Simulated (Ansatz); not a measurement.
Input:

TiSi₂:
```xyz
6
Lattice="0.0000 4.0612 4.2220 2.3616 0.0000 4.2220 2.3616 4.0612 0.0000" Properties=species:S:1:pos:R:3 pbc="T T T"
Si     2.3616     5.3926     4.2220
Si     2.3616     2.7298     4.2220
Si     3.5424     4.7603     6.3330
Si     3.5424     7.4231     6.3330
Ti     0.0000     0.0000     0.0000
Ti     1.1808     2.0306     2.1110
```

This is the LDA-relaxed structure.

Question: All from DFT-LDA in the program Ansatz with PAW potentials, unless another level is named. Estimate the bulk modulus (Birch–Murnaghan fit).

Answer: 157 GPa.

Question: Predict the highest zone-centre frequency.

Answer: 445 cm^-1.

Space group Fddd. Symmetry was held in the LDA relaxation; of distortions, only those at the zone centre were tested. No spin polarisation was allowed. As this level gives no gap, phonon frequencies hold no LO–TO term and depend on the k-mesh and smearing (Fermi–Dirac, 0.1 eV here).

Potentials: the later of the program's two PAW sets.
